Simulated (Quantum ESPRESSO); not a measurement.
# Ru3Li2CuMo2: input and log of a self-consistent run

Computed values, not a measurement. The program is pw.x of Quantum ESPRESSO 7.5 (plane-wave density functional theory). The cell is made up: eight metal atoms on a hexagonal close-packed lattice, with elements, volume, strain and displacements drawn at random and not relaxed, so it may be unstable or far from any real phase. PseudoDojo standard norm-conserving files set the functional (PBE unless stated); there is no spin polarisation or spin-orbit coupling, the Fermi-Dirac width of 0.25 eV means electrons at about 2900 K, and the masses in the input are unused placeholders. The copper pseudopotential is less sure than most, with forces differing by about three percent and pressure by about two GPa from a second method on plain copper. A spin test at this wide smearing found no moment, but such smearing suppresses magnetism that the real alloy may have.

Input:

```
&control calculation='scf', pseudo_dir='./dojo.nc.sr.pbe.v0_5.standard.upf', outdir='./o', disk_io='minimal', tprnfor=.true., tstress=.true. /
&system ibrav=0, nat=8, ntyp=4, nbnd=65, ecutwfc=92.02030273, nosym=.true., tot_charge=0,
 occupations='smearing', smearing='fd', degauss=0.0183746611
/
&electrons conv_thr=1.470e-08, electron_maxstep=70, mixing_beta=0.5 /
ATOMIC_SPECIES
Cu 1.0 Cu.upf
Li 1.0 Li.upf
Mo 1.0 Mo.upf
Ru 1.0 Ru.upf
CELL_PARAMETERS angstrom
-2.882 0.0 0.0
0.0 4.9918 0.0
1.441 -2.4959 -9.1462
ATOMIC_POSITIONS angstrom
Ru 0.0062 0.0954 0.0643
Li 0.1495 1.7192 -2.2202
Li -0.015 -0.0037 -4.5509
Ru -0.0068 1.6035 -6.8466
Cu -1.4393 2.5533 0.0533
Mo -1.5044 4.1324 -2.2492
Mo -1.389 2.4711 -4.5662
Ru -1.3421 -0.8872 -6.8247
K_POINTS automatic
8 5 3 1 1 1
```

The log is shortened where brackets say so; the opening notice, blank lines, dates and the lines on written files are dropped, and the path of the files is cut. It prints rydbergs, bohrs and kilobars, and counts compression as positive stress. Its total energy is the free energy E - TS of the whole cell.

```
     Program PWSCF v.7.5
     Parallel version (MPI & OpenMP), running on       4 processor cores
     Number of MPI processes:                 4
     Threads/MPI process:                     1
     [start-up lines left out]
     bravais-lattice index     =            0
     lattice parameter (alat)  =       5.4462  a.u.
     unit-cell volume          =     887.9499 (a.u.)^3
     number of atoms/cell      =            8
     number of atomic types    =            4
     number of electrons       =       101.00
     number of Kohn-Sham states=           65
     kinetic-energy cutoff     =      92.0203  Ry
     charge density cutoff     =     368.0812  Ry
     scf convergence threshold =      1.5E-08
     mixing beta               =       0.5000
     number of iterations used =            8  plain     mixing
     Exchange-correlation= PBE
                           (   1   4   3   4   0   0   0)
     [axes and pseudopotential details left out]
   Cartesian axes
     site n.     atom                  positions (alat units)
         1        Ru     tau(   1) = (   0.0021513   0.0331020   0.0223109  )
         2        Li     tau(   2) = (   0.0518737   0.5965302  -0.7703678  )
         3        Li     tau(   3) = (  -0.0052047  -0.0012838  -1.5790770  )
         4        Ru     tau(   4) = (  -0.0023595   0.5563845  -2.3756419  )
         5        Cu     tau(   5) = (  -0.4994101   0.8859473   0.0184941  )
         6        Mo     tau(   6) = (  -0.5219986   1.4338654  -0.7804303  )
         7        Mo     tau(   7) = (  -0.4819570   0.8574254  -1.5843858  )
         8        Ru     tau(   8) = (  -0.4656836  -0.3078418  -2.3680430  )
     number of k points=    60  Fermi-Dirac smearing, width (Ry)=  0.0184
                       cart. coord. in units 2pi/alat
        k(    1) = (  -0.0625000   0.0577347  -0.0781194), wk =   0.0333333
        k(    2) = (  -0.0625000   0.0577347   0.1319496), wk =   0.0333333
     [further k points left out]
     Dense  grid:   105897 G-vectors     FFT dimensions: (  36,  60, 120)
     Estimated max dynamical RAM per process >     366.18 MB
     Estimated total dynamical RAM >       1.35 GB
     Initial potential from superposition of free atoms
     starting charge     100.9854, renormalised to     101.0000
     Starting wfcs are   64 randomized atomic wfcs +    1 random wfcs
     total cpu time spent up to now is       12.7 secs
     per-process dynamical memory:   296.0 Mb
     Self-consistent Calculation
     iteration #  1     ecut=    92.02 Ry     beta= 0.50
     Davidson diagonalization with overlap
     ethr =  1.00E-02,  avg # of iterations =  3.0
     total cpu time spent up to now is       43.8 secs
     total energy              =   -1288.04161509 Ry
     estimated scf accuracy    <      11.12515821 Ry
     iteration #  2     ecut=    92.02 Ry     beta= 0.50
     Davidson diagonalization with overlap
     ethr =  1.00E-02,  avg # of iterations =  3.4
     total cpu time spent up to now is       79.8 secs
     total energy              =   -1288.29243291 Ry
     estimated scf accuracy    <     129.14599373 Ry
     iteration #  3     ecut=    92.02 Ry     beta= 0.50
     Davidson diagonalization with overlap
     ethr =  1.00E-02,  avg # of iterations =  5.7
     total cpu time spent up to now is      119.0 secs
     total energy              =   -1292.63030923 Ry
     estimated scf accuracy    <      44.78393812 Ry
     iteration #  4     ecut=    92.02 Ry     beta= 0.50
     Davidson diagonalization with overlap
     ethr =  1.00E-02,  avg # of iterations =  2.0
     total cpu time spent up to now is      144.0 secs
     total energy              =   -1294.94657609 Ry
     estimated scf accuracy    <      28.55051669 Ry
     iteration #  5     ecut=    92.02 Ry     beta= 0.50
     Davidson diagonalization with overlap
     ethr =  1.00E-02,  avg # of iterations =  1.0
     total cpu time spent up to now is      165.9 secs
     total energy              =   -1295.29697057 Ry
     estimated scf accuracy    <      11.90307264 Ry
     [iterations 6 to 16 left out]
     iteration # 17     ecut=    92.02 Ry     beta= 0.50
     Davidson diagonalization with overlap
     ethr =  3.06E-08,  avg # of iterations =  1.0
     total cpu time spent up to now is      457.2 secs
     total energy              =   -1295.36170135 Ry
     estimated scf accuracy    <       0.00000949 Ry
     iteration # 18     ecut=    92.02 Ry     beta= 0.50
     Davidson diagonalization with overlap
     ethr =  9.40E-09,  avg # of iterations =  1.0
     total cpu time spent up to now is      480.6 secs
     total energy              =   -1295.36170194 Ry
     estimated scf accuracy    <       0.00000144 Ry
     iteration # 19     ecut=    92.02 Ry     beta= 0.50
     Davidson diagonalization with overlap
     ethr =  1.42E-09,  avg # of iterations =  1.0
     total cpu time spent up to now is      503.9 secs
     total energy              =   -1295.36170193 Ry
     estimated scf accuracy    <       0.00000140 Ry
     iteration # 20     ecut=    92.02 Ry     beta= 0.50
     Davidson diagonalization with overlap
     ethr =  1.39E-09,  avg # of iterations =  1.0
     total cpu time spent up to now is      527.3 secs
     total energy              =   -1295.36170202 Ry
     estimated scf accuracy    <       0.00000017 Ry
     iteration # 21     ecut=    92.02 Ry     beta= 0.50
     Davidson diagonalization with overlap
     ethr =  1.69E-10,  avg # of iterations =  1.0
     total cpu time spent up to now is      550.6 secs
     End of self-consistent calculation
     [lines on levels left out]
!    total energy              =   -1295.36170203 Ry
     estimated scf accuracy    <          5.7E-09 Ry
     smearing contrib. (-TS)   =      -0.14468655 Ry
     internal energy E=F+TS    =   -1295.21701548 Ry
     The total energy is F=E-TS. E is the sum of the following terms:
     one-electron contribution =    -763.51485305 Ry
     hartree contribution      =     420.52800384 Ry
     xc contribution           =    -196.05435155 Ry
     ewald contribution        =    -756.17581472 Ry
     convergence has been achieved in  21 iterations
     Forces acting on atoms (cartesian axes, Ry/au):
     atom    1 type  4   force =     0.00180974   -0.03011987    0.01915030
     atom    2 type  2   force =    -0.01224070   -0.01278041    0.01547568
     atom    3 type  2   force =     0.00358003   -0.00303909   -0.01205389
     atom    4 type  4   force =     0.00207473    0.00490878   -0.00486365
     atom    5 type  1   force =     0.00399545   -0.00098106    0.00652413
     atom    6 type  3   force =     0.00661913    0.00258798    0.01049612
     atom    7 type  3   force =     0.00194459    0.04253743   -0.03286891
     atom    8 type  4   force =    -0.00778296   -0.00311377   -0.00185978
     Total force =     0.072366     Total SCF correction =     0.000423
     Computing stress (Cartesian axis) and pressure
          total   stress  (Ry/bohr**3)                   (kbar)     P=     -196.56
  -0.00155710  -0.00000456  -0.00000888         -229.06       -0.67       -1.31
  -0.00000456  -0.00107640  -0.00015256           -0.67     -158.34      -22.44
  -0.00000888  -0.00015256  -0.00137506           -1.31      -22.44     -202.28
     init_run     :     11.51s CPU     11.97s WALL (       1 calls)
     electrons    :    536.17s CPU    537.95s WALL (       1 calls)
     forces       :      2.72s CPU      2.73s WALL (       1 calls)
     stress       :      9.47s CPU      9.52s WALL (       1 calls)
     [timing details left out]
     PWSCF        :   9m20.67s CPU   9m23.00s WALL
     JOB DONE.
```

In other units: free energy -17624.294 eV for the cell, pressure -19.66 GPa, largest force component 1.094 eV/Å in size. The run took 565 s of wall time with four MPI processes on a shared machine (Intel Xeon, older, virtual cores), so the time is rough. A rerun of this cell at a higher cutoff and on a denser mesh moved values by no more than 0.006 eV in energy, 0.06 GPa in stress and 0.010 eV/Å in force, and a second program with other atomic files agreed on that cell to 2 % rms in force and 0.5 GPa in pressure.